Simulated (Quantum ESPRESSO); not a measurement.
## Si2AsO5N (one run as intended and one with a planted mistake)

A calculation, not a measurement. The program is pw.x of Quantum ESPRESSO 7.5 (plane-wave density functional theory). The cell is made up: 9 atoms on a quartz lattice, with randomly drawn elements, strain and displacements, not relaxed. PseudoDojo standard norm-conserving files (v0.5 for PBE, v0.4.1 for LDA and PBEsol) set the functional; there is no spin polarisation, spin-orbit coupling or dispersion term, and the masses in the input are unused placeholders.

Intended input:

```
&control calculation='scf', pseudo_dir='./dojo.nc.sr.pbe.v0_5.standard.upf', outdir='./o', disk_io='medium', tprnfor=.true., tstress=.true. /
&system ibrav=0, nat=9, ntyp=4, nbnd=35, ecutwfc=84.00895049, nosym=.true., tot_charge=0,
 occupations='smearing', smearing='fd', degauss=0.0018374661
/
&electrons conv_thr=7.350e-09, electron_maxstep=60, /
ATOMIC_SPECIES
As 1.0 As.upf
N 1.0 N.upf
O 1.0 O.upf
Si 1.0 Si.upf
CELL_PARAMETERS angstrom
5.0569 -0.0547 0.0367
-2.5758 4.4859 0.0012
0.0403 0.0248 5.5428
ATOMIC_POSITIONS angstrom
Si 2.3394 0.0519 3.6036
Si -1.1588 2.1666 1.9081
As 1.3265 2.379 0.0386
O 1.4526 1.2798 4.3436
O 3.4694 0.5933 2.5762
O 2.8018 2.541 0.6879
O 0.353 1.8729 1.1307
O -1.0663 3.2911 2.9138
N 0.752 3.8638 4.8712
K_POINTS automatic
5 5 4 1 1 1
```

The log is shortened where brackets say so; the opening notice, blank lines, dates and the lines on written files are dropped, and the path of the files is cut. It prints rydbergs, bohrs and kilobars, and counts compression as positive stress. Where no state is partly filled, the Fermi energy that it prints is only some level between the filled and the empty states on the mesh, and need not lie in the true gap.

Log of the intended run:

```
     Program PWSCF v.7.5
     Parallel version (MPI & OpenMP), running on       1 processor cores
     Number of MPI processes:                 1
     Threads/MPI process:                     1
     [start-up lines left out]
     bravais-lattice index     =            0
     lattice parameter (alat)  =       9.5570  a.u.
     unit-cell volume          =     843.1837 (a.u.)^3
     number of atoms/cell      =            9
     number of atomic types    =            4
     number of electrons       =        58.00
     number of Kohn-Sham states=           35
     kinetic-energy cutoff     =      84.0090  Ry
     charge density cutoff     =     336.0358  Ry
     scf convergence threshold =      7.3E-09
     mixing beta               =       0.7000
     number of iterations used =            8  plain     mixing
     Exchange-correlation= PBE
                           (   1   4   3   4   0   0   0)
     [axes and pseudopotential details left out]
   Cartesian axes
     site n.     atom                  positions (alat units)
         1        Si     tau(   1) = (   0.4625762   0.0102623   0.7125500  )
         2        Si     tau(   2) = (  -0.2291328   0.4284080   0.3772940  )
         3        As     tau(   3) = (   0.2622926   0.4704064   0.0076325  )
         4        O      tau(   4) = (   0.2872267   0.2530585   0.8588723  )
         5        O      tau(   5) = (   0.6860143   0.1173149   0.5093993  )
         6        O      tau(   6) = (   0.5540079   0.5024391   0.1360204  )
         7        O      tau(   7) = (   0.0697997   0.3703338   0.2235765  )
         8        O      tau(   8) = (  -0.2108425   0.6507585   0.5761539  )
         9        N      tau(   9) = (   0.1486951   0.7640001   0.9631962  )
     number of k points=    50  Fermi-Dirac smearing, width (Ry)=  0.0018
                       cart. coord. in units 2pi/alat
        k(    1) = (   0.1010383   0.1707244   0.1125533), wk =   0.0400000
        k(    2) = (   0.0993718   0.1697064   0.3406735), wk =   0.0400000
     [further k points left out]
     Dense  grid:    87687 G-vectors     FFT dimensions: (  60,  60,  64)
     Estimated max dynamical RAM per process >     117.01 MB
     Initial potential from superposition of free atoms
     starting charge      57.9985, renormalised to      58.0000
     Starting wfcs are   41 randomized atomic wfcs
     total cpu time spent up to now is       12.9 secs
     per-process dynamical memory:    71.0 Mb
     Self-consistent Calculation
     iteration #  1     ecut=    84.01 Ry     beta= 0.70
     Davidson diagonalization with overlap
     ethr =  1.00E-02,  avg # of iterations =  3.0
     total cpu time spent up to now is       59.4 secs
     total energy              =    -414.26676840 Ry
     estimated scf accuracy    <       2.64128811 Ry
     iteration #  2     ecut=    84.01 Ry     beta= 0.70
     Davidson diagonalization with overlap
     ethr =  4.55E-03,  avg # of iterations =  3.0
     total cpu time spent up to now is      107.7 secs
     total energy              =    -414.95838950 Ry
     estimated scf accuracy    <       2.16424261 Ry
     [iterations 3 to 10 left out]
     iteration # 11     ecut=    84.01 Ry     beta= 0.70
     Davidson diagonalization with overlap
     ethr =  4.21E-10,  avg # of iterations =  3.9
     total cpu time spent up to now is      432.6 secs
     total energy              =    -415.39854252 Ry
     estimated scf accuracy    <       0.00000002 Ry
     iteration # 12     ecut=    84.01 Ry     beta= 0.70
     Davidson diagonalization with overlap
     ethr =  3.42E-11,  avg # of iterations =  3.0
     total cpu time spent up to now is      465.5 secs
     End of self-consistent calculation
     [lines on levels left out]
     the Fermi energy is     5.6611 ev
!    total energy              =    -415.39854252 Ry
     estimated scf accuracy    <          1.5E-09 Ry
     smearing contrib. (-TS)   =      -0.00000000 Ry
     internal energy E=F+TS    =    -415.39854252 Ry
     The total energy is F=E-TS. E is the sum of the following terms:
     one-electron contribution =    -283.50309222 Ry
     hartree contribution      =     169.25766489 Ry
     xc contribution           =    -102.57264095 Ry
     ewald contribution        =    -198.58047425 Ry
     convergence has been achieved in  12 iterations
     Forces acting on atoms (cartesian axes, Ry/au):
     atom    1 type  4   force =     0.09549168   -0.05914623    0.16971168
     atom    2 type  4   force =    -0.02386605   -0.17932935   -0.15848147
     atom    3 type  1   force =    -0.00819263    0.24888707   -0.30045640
     atom    4 type  3   force =     0.01414000   -0.11508807   -0.11057425
     atom    5 type  3   force =     0.00834234    0.11339658   -0.07295109
     atom    6 type  3   force =     0.17847100   -0.00344323    0.10804953
     atom    7 type  3   force =    -0.24339101   -0.12583697    0.27820880
     atom    8 type  3   force =    -0.01237767    0.12685633    0.07727040
     atom    9 type  2   force =    -0.00861767   -0.00629615    0.00922280
     Total force =     0.716868     Total SCF correction =     0.000108
     Computing stress (Cartesian axis) and pressure
          total   stress  (Ry/bohr**3)                   (kbar)     P=       53.32
   0.00034746   0.00058841  -0.00042060           51.11       86.56      -61.87
   0.00058841   0.00002543   0.00026039           86.56        3.74       38.30
  -0.00042060   0.00026039   0.00071451          -61.87       38.30      105.11
     init_run     :     11.62s CPU     12.83s WALL (       1 calls)
     electrons    :    427.08s CPU    452.63s WALL (       1 calls)
     forces       :      4.75s CPU      4.81s WALL (       1 calls)
     stress       :     20.84s CPU     20.90s WALL (       1 calls)
     [timing details left out]
     PWSCF        :   7m44.47s CPU   8m11.47s WALL
     JOB DONE.
```

A second run has one planted mistake: the files are those of another functional. The input lines that differ, file-writing options aside:

```
- &control calculation='scf', pseudo_dir='./dojo.nc.sr.pbe.v0_5.standard.upf', outdir='./o', disk_io='medium', tprnfor=.true., tstress=.true. /
+ &control calculation='scf', pseudo_dir='./dojo.nc.sr.pbesol.v0_4_1.standard.upf', outdir='./o', disk_io='medium', tprnfor=.true., tstress=.true. /
```

Its log:

```
     Program PWSCF v.7.5
     Parallel version (MPI & OpenMP), running on       1 processor cores
     Number of MPI processes:                 1
     Threads/MPI process:                     1
     [start-up lines left out]
     bravais-lattice index     =            0
     lattice parameter (alat)  =       9.5570  a.u.
     unit-cell volume          =     843.1837 (a.u.)^3
     number of atoms/cell      =            9
     number of atomic types    =            4
     number of electrons       =        58.00
     number of Kohn-Sham states=           35
     kinetic-energy cutoff     =      84.0090  Ry
     charge density cutoff     =     336.0358  Ry
     scf convergence threshold =      7.3E-09
     mixing beta               =       0.7000
     number of iterations used =            8  plain     mixing
     Exchange-correlation= PBESOL
                           (   1   4  10   8   0   0   0)
     [axes and pseudopotential details left out]
   Cartesian axes
     site n.     atom                  positions (alat units)
         1        Si     tau(   1) = (   0.4625762   0.0102623   0.7125500  )
         2        Si     tau(   2) = (  -0.2291328   0.4284080   0.3772940  )
         3        As     tau(   3) = (   0.2622926   0.4704064   0.0076325  )
         4        O      tau(   4) = (   0.2872267   0.2530585   0.8588723  )
         5        O      tau(   5) = (   0.6860143   0.1173149   0.5093993  )
         6        O      tau(   6) = (   0.5540079   0.5024391   0.1360204  )
         7        O      tau(   7) = (   0.0697997   0.3703338   0.2235765  )
         8        O      tau(   8) = (  -0.2108425   0.6507585   0.5761539  )
         9        N      tau(   9) = (   0.1486951   0.7640001   0.9631962  )
     number of k points=    50  Fermi-Dirac smearing, width (Ry)=  0.0018
                       cart. coord. in units 2pi/alat
        k(    1) = (   0.1010383   0.1707244   0.1125533), wk =   0.0400000
        k(    2) = (   0.0993718   0.1697064   0.3406735), wk =   0.0400000
     [further k points left out]
     Dense  grid:    87687 G-vectors     FFT dimensions: (  60,  60,  64)
     Estimated max dynamical RAM per process >     117.01 MB
     Initial potential from superposition of free atoms
     starting charge      57.9986, renormalised to      58.0000
     Starting wfcs are   41 randomized atomic wfcs
     total cpu time spent up to now is       19.8 secs
     per-process dynamical memory:    71.0 Mb
     Self-consistent Calculation
     iteration #  1     ecut=    84.01 Ry     beta= 0.70
     Davidson diagonalization with overlap
     ethr =  1.00E-02,  avg # of iterations =  3.0
     total cpu time spent up to now is       77.7 secs
     total energy              =    -413.48828783 Ry
     estimated scf accuracy    <       2.50030608 Ry
     iteration #  2     ecut=    84.01 Ry     beta= 0.70
     Davidson diagonalization with overlap
     ethr =  4.31E-03,  avg # of iterations =  3.0
     total cpu time spent up to now is      129.6 secs
     total energy              =    -414.13904036 Ry
     estimated scf accuracy    <       2.11665198 Ry
     [iterations 3 to 10 left out]
     iteration # 11     ecut=    84.01 Ry     beta= 0.70
     Davidson diagonalization with overlap
     ethr =  4.53E-10,  avg # of iterations =  3.9
     total cpu time spent up to now is      572.4 secs
     total energy              =    -414.56866127 Ry
     estimated scf accuracy    <       0.00000002 Ry
     iteration # 12     ecut=    84.01 Ry     beta= 0.70
     Davidson diagonalization with overlap
     ethr =  2.82E-11,  avg # of iterations =  3.1
     total cpu time spent up to now is      610.8 secs
     End of self-consistent calculation
     [lines on levels left out]
     the Fermi energy is     6.8983 ev
!    total energy              =    -414.56866127 Ry
     estimated scf accuracy    <          1.5E-09 Ry
     smearing contrib. (-TS)   =      -0.00000000 Ry
     internal energy E=F+TS    =    -414.56866127 Ry
     The total energy is F=E-TS. E is the sum of the following terms:
     one-electron contribution =    -283.39387348 Ry
     hartree contribution      =     168.71810749 Ry
     xc contribution           =    -101.31242104 Ry
     ewald contribution        =    -198.58047425 Ry
     convergence has been achieved in  12 iterations
     Forces acting on atoms (cartesian axes, Ry/au):
     atom    1 type  4   force =     0.09517443   -0.05761029    0.16688704
     atom    2 type  4   force =    -0.02380393   -0.17740444   -0.15747164
     atom    3 type  1   force =    -0.00807096    0.24284401   -0.29423324
     atom    4 type  3   force =     0.01720488   -0.10999854   -0.10295982
     atom    5 type  3   force =     0.00510516    0.11573837   -0.06991786
     atom    6 type  3   force =     0.16861139   -0.00673453    0.10620535
     atom    7 type  3   force =    -0.23745356   -0.11854233    0.26798987
     atom    8 type  3   force =    -0.00850020    0.12496458    0.07435230
     atom    9 type  2   force =    -0.00826720   -0.01325683    0.00914799
     Total force =     0.698238     Total SCF correction =     0.000111
     Computing stress (Cartesian axis) and pressure
          total   stress  (Ry/bohr**3)                   (kbar)     P=       20.56
   0.00012340   0.00057751  -0.00040959           18.15       84.95      -60.25
   0.00057751  -0.00018812   0.00025113           84.95      -27.67       36.94
  -0.00040959   0.00025113   0.00048397          -60.25       36.94       71.19
     init_run     :     18.47s CPU     19.52s WALL (       1 calls)
     electrons    :    569.98s CPU    591.08s WALL (       1 calls)
     forces       :      5.99s CPU      6.08s WALL (       1 calls)
     stress       :     25.27s CPU     25.39s WALL (       1 calls)
     [timing details left out]
     PWSCF        :  10m20.05s CPU  10m42.61s WALL
     JOB DONE.
```

|  | intended run | run with the mistake |
| --- | --- | --- |
| free energy (eV) | -5651.785 | -5640.494 |
| smearing term -TS (eV) | 0.0000 | 0.0000 |
| pressure (GPa) | 5.33 | 2.06 |
| largest force component (eV/Å) | 7.725 | 7.565 |
| largest change of a force component (eV/Å) |  | 0.263 |
| iterations | 12 | 12 |

For scale, a rerun of the intended cell at 1437 eV and a 7 x 7 x 6 mesh moved values by no more than 0.004 eV in energy, 0.02 GPa in stress and 0.002 eV/Å in force. Files of another functional have another zero of energy, so the energy change says nothing on stability.